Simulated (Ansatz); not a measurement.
Si3Ge:
```xyz
4
Lattice="3.9140 0.0000 0.0000 0.0000 3.9140 0.0000 0.0000 0.0000 5.5274" Properties=species:S:1:pos:R:3 pbc="T T T"
Si     1.9570     0.0000     4.1780
Si     0.0000     0.0000     0.0000
Si     0.0000     1.9570     1.3494
Ge     1.9570     1.9570     2.7637
```

The program Ansatz at the PBE level (PAW) gives a gap of 0.39 eV without spin–orbit coupling, maximum at Γ, minimum at M.

Task: What happens when spin–orbit coupling is switched on?

Result: The gap drops by 0.04 eV, to 0.35 eV; maximum at Γ, minimum at M.

Task: Give the electron effective mass with spin–orbit coupling.

Result: 0.19, 0.41, 0.41 mₑ (principal values).

Task: Give the hole effective mass with spin–orbit coupling.

Result: 0.15, 0.16, 0.25 mₑ (principal values).

Space group P-4m2. The start of the workflow was typed in or built on a structure type; neither database checked (COD, Materials Project) lists it. Whether it is the stable phase at ambient conditions was not checked. Symmetry was held in the PBE relaxation; its stability against distortions is not shown here.

Potentials: the later of the program's two PAW sets.
